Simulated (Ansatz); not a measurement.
Relaxed HfO2 (tetragonal-ZrO2 type, space group P4_2/nmc):

```
CELL_PARAMETERS angstrom
      3.56753     0.00000     0.00000
      0.00000     3.56753     0.00000
      0.00000     0.00000     5.16669
ATOMIC_POSITIONS crystal
  Hf 0.00000 0.00000 0.00000
  Hf 0.50000 0.50000 0.50000
  O  0.00000 0.50000 0.20010
  O  0.00000 0.50000 0.70010
  O  0.50000 0.00000 0.29990
  O  0.50000 0.00000 0.79990
```

Scan: atom 4 (O, nearest neighbour Hf at 2.062 Å; its periodic images, 3.6 Å or more away, move with it) is displaced along Cartesian z, direction (0.000, 0.000, 1.000) in Cartesian axes, by s. The other atoms stay.

Calculation: PBEsol (plane waves to 420 eV, PAW, scalar-relativistic; Ansatz, a first-principles code). k mesh 8×8×5 (Γ-centred), Fermi-Dirac smearing 0.05 eV. Energies are smeared free energies. HfO2 is run without spin polarisation. HfO2 was relaxed with its symmetry unable to fall. Spin-orbit coupling is left out, though Hf is heavy. The PAW data are Ansatz's earlier set. This is a high-temperature form of HfO2. The zero of ΔE is the undisplaced structure.

Successive frames, forces in eV/Å:

| frame | ΔE (eV/cell) | F on Hf1 | F on Hf2 | F on O3 | F on O4 | F on O5 | F on O6 |
|---|---|---|---|---|---|---|---|
| s = -0.410 Å | 1.218 | (0.000, 0.000, 1.047) | (0.000, 0.000, -3.186) | (0.000, 0.000, -3.577) | (0.000, 0.000, 6.108) | (0.000, 0.000, -0.529) | (0.000, 0.000, 0.136) |
| s = -0.328 Å | 0.771 | (0.000, 0.000, 0.797) | (0.000, 0.000, -2.540) | (0.000, 0.000, -2.793) | (0.000, 0.000, 4.810) | (0.000, 0.000, -0.431) | (0.000, 0.000, 0.158) |
| s = -0.246 Å | 0.429 | (0.000, 0.000, 0.552) | (0.000, 0.000, -1.859) | (0.000, 0.000, -2.069) | (0.000, 0.000, 3.546) | (0.000, 0.000, -0.327) | (0.000, 0.000, 0.158) |
| s = -0.164 Å | 0.188 | (0.000, 0.000, 0.328) | (0.000, 0.000, -1.186) | (0.000, 0.000, -1.378) | (0.000, 0.000, 2.322) | (0.000, 0.000, -0.219) | (0.000, 0.000, 0.133) |

**Question.** What are the energy and the forces in the next frame, s = -0.082 Å?

**Answer.** ΔE (eV/cell) = 0.047.

| atom | Fx | Fy | Fz |
|---|---|---|---|
| Hf1 | 0.000 | 0.000 | 0.139 |
| Hf2 | 0.000 | 0.000 | -0.557 |
| O3 | 0.000 | 0.000 | -0.696 |
| O4 | 0.000 | 0.000 | 1.142 |
| O5 | 0.000 | 0.000 | -0.109 |
| O6 | 0.000 | 0.000 | 0.081 |

(A displaced cell: forces are minus the slopes of the energy, force constants its curvatures, and phonons follow from these.)
